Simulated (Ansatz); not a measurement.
Al (P6_3/mmc), axial (c/a) deformation path

Computed with DFT PBEsol, scalar-relativistic, plane waves, PAW in Ansatz 0.2.0. The runs took a 420 eV cutoff, a Γ-centred 24×24×14 mesh and Gaussian smearing (0.15 eV). No spin polarisation. Energies are free energies at this smearing, counted from the undisturbed cell; pressure is positive in compression.

Zero of the scan (relaxed at this level; this form isn't the usual structure):

```xyz
2
Lattice="2.8501 0.0000 0.0000 -1.4250 2.4682 0.0000 0.0000 0.0000 4.6373" Properties=species:S:1:pos:R:3 pbc="T T T"
Al    1.4250    0.8227    3.4780
Al    0.0000    1.6455    1.1593
```

At fixed volume and fractional coordinates, lengths along (0.000, 0.000, 1.000) are scaled against those across it; ρ is that ratio over its starting value. The cell is metallic on the mesh throughout.

| ρ | ΔE (meV/atom) |
| --- | --- |
| 0.800 | 127.2 |
| 0.850 | 69.6 |
| 0.920 | 21.9 |
| 0.960 | 6.5 |
| 1.000 | 0.0 |
| 1.050 | 1.5 |
| 1.100 | 15.0 |
| 1.200 | 70.8 |
| 1.300 | 170.7 |

Predict the pressure (GPa) at each point.

```
    ρ  pressure (GPa)
0.800             4.8
0.850             2.6
0.920             0.7
0.960             0.2
1.000             0.0
1.050             0.2
1.100             0.8
1.200             3.3
1.300             7.2
```

Cost: 9 runs of about 0.89 core-minutes in all, on Arm Neoverse V2 (shared hosts).